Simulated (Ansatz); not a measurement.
A geometry of Si away from equilibrium: step 3 of the relaxation of a relaxed Si cell, doubled along one cell vector, shaken by Gaussian noise of σ = 0.08 Å a coordinate. Computed with r2SCAN (plane waves to 500 eV, PAW, scalar-relativistic; Ansatz, a quantum-chemistry and plane-wave program). Γ-centred k-mesh 7×7×2 on the run's cell (coarser than for final values), Fermi–Dirac smearing 0.05 eV.

```yaml
crystal:
  lattice:
    - [3.86297, 0.01939, 0.00586]
    - [-1.91470, 3.36448, -0.00192]
    - [0.02350, 0.00469, 15.54039]
  atoms:
    - { symbol: Si, position: [0.99391, 0.97470, 0.12836] }
    - { symbol: Si, position: [0.99933, 0.98073, 0.60349] }
    - { symbol: Si, position: [0.02102, 0.03778, 0.39676] }
    - { symbol: Si, position: [0.01040, 0.01427, 0.86911] }
    - { symbol: Si, position: [0.32975, 0.63986, 0.12799] }
    - { symbol: Si, position: [0.33202, 0.64668, 0.61672] }
    - { symbol: Si, position: [0.68859, 0.37212, 0.38158] }
    - { symbol: Si, position: [0.67666, 0.34773, 0.86706] }
```

Question: What forces act on the atoms (eV/Å)?

Answer: 
| atom | Fx | Fy | Fz |
|---|---|---|---|
| Si1 | 0.11 | 0.00 | -0.02 |
| Si2 | -0.13 | 0.07 | -0.47 |
| Si3 | 0.13 | -0.05 | 0.47 |
| Si4 | 0.09 | -0.09 | 0.05 |
| Si5 | -0.11 | -0.01 | 0.02 |
| Si6 | 0.13 | -0.08 | 0.43 |
| Si7 | -0.14 | 0.06 | -0.44 |
| Si8 | -0.09 | 0.10 | -0.05 |

Question: What is the pressure?

Answer: +0.2 GPa, compression positive.

No spin polarisation in the result.

Of the parent cell (P6₃/mmc (No. 194)): it is a generated cell of Si: the first start was made by placing the elements on the sites of a structure type, and the end was not matched to a known phase here, so it may be hypothetical. Known forms of Si include space group No. 227.
